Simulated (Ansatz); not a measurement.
# Ag (P6_3/mmc), clamped-ion strain scan

Method: DFT r2SCAN, scalar-relativistic, plane waves, PAW (Ansatz 0.2.0). Settings: plane waves to 500 eV, k-mesh 18×18×10 (Γ-centred), Gaussian smearing 0.15 eV. No spin polarisation. Energies are free energies at this smearing, counted from the undisturbed cell; pressure is positive in compression.

Reference structure (as given, not relaxed at this level; it stands at -2.6 GPa; this form isn't the usual structure):

```
Ag
1.0
     2.93000    0.00000    0.00000
    -1.46500    2.53745    0.00000
     0.00000    0.00000    4.79000
Ag
2
Direct
  0.33333 0.66667 0.25000
  0.66667 0.33333 0.75000
```

The cell is strained by ε times the Voigt pattern (0, 1, 0, 0, 0, 0) (xx, yy, zz, yz, xz, xy; engineering shear) with fractional coordinates fixed. The cell is metallic on the mesh throughout.

Task: Over the sampled range (-0.0600 to 0.0600), is the undisturbed cell the lowest point?

Result: No: the energy is lower at ε = -0.0150, -2.7 in ΔE (meV/atom).

Task: Which end lies higher in energy, -0.0600 or +0.0600?

Result: +0.0600: 39.7 against 13.9.

The scan:

| ε | ΔE (meV/atom) |
| --- | --- |
| -0.0600 | 13.9 |
| -0.0450 | 3.6 |
| -0.0300 | -1.7 |
| -0.0150 | -2.7 |
| 0.0000 | 0.0 |
| 0.0150 | 5.9 |
| 0.0300 | 14.7 |
| 0.0450 | 26.1 |
| 0.0525 | 32.6 |
| 0.0600 | 39.7 |